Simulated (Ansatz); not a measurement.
Data:

LaSi$_{2}$Ru$_{2}$:
```cif
data_La2Ru4Si4
_chemical_formula_sum 'La2 Si4 Ru4'
_space_group_name_H-M_alt 'I4/mmm'
_space_group_IT_number 139
_space_group_name_Hall '-I 4 2'
_cell_length_a 4.22911
_cell_length_b 4.22911
_cell_length_c 10.00138
_cell_angle_alpha 90.000
_cell_angle_beta 90.000
_cell_angle_gamma 90.000
loop_
_atom_site_label
_atom_site_type_symbol
_atom_site_symmetry_multiplicity
_atom_site_Wyckoff_symbol
_atom_site_fract_x
_atom_site_fract_y
_atom_site_fract_z
_atom_site_occupancy
La1 La 2 a 0.00000 0.00000 0.00000 1
Si1 Si 4 e 0.00000 0.00000 0.35835 1
Ru1 Ru 4 d 0.00000 0.50000 0.25000 1
```
(The calculation used a cell of 5 atoms; values per cell refer to that cell.)

This is the r²SCAN-relaxed structure.

Q: All from r²SCAN (plane waves, PAW; program Ansatz), unless another level is named. Predict the electronic character.

A: metallic (no gap).

Q: What about the density of states at the Fermi level?

A: 0.36 states/eV per atom (mean over ±0.08 eV).

Q: Next, the formation energy from the elements (no fitted shifts)?

A: -945 meV/atom.

The workflow started from a Materials Project entry (that database holds measured and hypothetical structures alike); the Crystallography Open Database files this formula in space group No. 139, but the cells were not matched. Whether it is the stable phase at ambient conditions was not checked. Symmetry was held in the r²SCAN relaxation; whether a distortion lowers the energy is not shown. No spin polarisation was allowed. The references are the lowest solids computed at this level, not always the standard phases. Spin–orbit coupling is left out wherever it is not named.

Potentials: the earlier of the program's two PAW sets.
